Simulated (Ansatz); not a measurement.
**Ionic part of the dielectric constant of Li2H5Ir, mode by mode**

All numbers below come from Ansatz, DFT PBE, scalar-relativistic, plane waves, PAW. Cutoff 420 eV, 6×12×12 k-points (Γ-centred), fixed occupations. No spin polarisation. Phonons by linear response, acoustic sum rule imposed.

Space group Amm2 (No. 38), orthorhombic, a = 4.809 Å, b = 3.082 Å, c = 9.799 Å. Around Li on its first site lie 2 H at 2.02 Å, 4 H at 2.17 Å, 2 H at 2.50 Å and 3 Ir at 2.68–2.71 Å; Li on its second site has 8 H at 2.25–2.30 Å, 2 H at 2.53 Å and 4 Ir at 2.86 Å; H on a site of symmetry mm2 is surrounded by 2 Ir at 1.71 Å, 4 H at 2.01 Å and 4 Li at 2.50–2.53 Å; around H on a site of symmetry m lie 1 Ir at 1.67 Å, 2 H at 2.01 Å, 1 Li at 2.02 Å and 2 Li at 2.25 Å; around H on a second site of symmetry m lie 1 Ir at 1.69 Å and 4 Li at 2.17–2.30 Å; Ir is surrounded by 6 H at 1.67–1.71 Å and 7 Li at 2.68–2.86 Å.

The structure comes from a generated guess, relaxed at this level; another structure or a mixture of phases may lie lower. Spin–orbit coupling is left out, which matters for heavy elements. The run warned that its linear response isn't converged on this k mesh, so dielectric tensors, Born charges and infrared intensities are rough, and the frequencies may be too.

The primitive cell has V = 72.62 Å³ and ε∞,xx = 3.953. Each polar mode adds Δε = (4.92064×10⁷/V)·S/ν² along x, with S its oscillator strength in e²/amu, ν in cm⁻¹ and V in Å³.

Question: From these modes, find each Δε and ε0,xx.
```csv
ν (cm⁻¹),S_xx (e²/amu)
191.46,0.0536
258.42,0.4278
335.09,0.03365
416.50,0.00231
902.99,0.03984
1688.92,1.564
2010.96,0.01448
```

Answer:
```tsv
ν (cm⁻¹)	Δε
191.46	0.99
258.42	4.34
335.09	0.20
416.50	0.01
902.99	0.03
1688.92	0.37
2010.96	0.00
```

The sum is 5.94, so ε0,xx = 9.89; the run's tensor has 9.90.

Question: Where do the longitudinal modes lie for a wave vector along x?

Answer: At 197.63, 325.35, 386.38, 418.23, 906.71, 1768.77, 2011.78 cm⁻¹. The Lyddane–Sachs–Teller product Π(ν_LO/ν_TO)² = 2.51 agrees with ε0/ε∞ = 2.51.
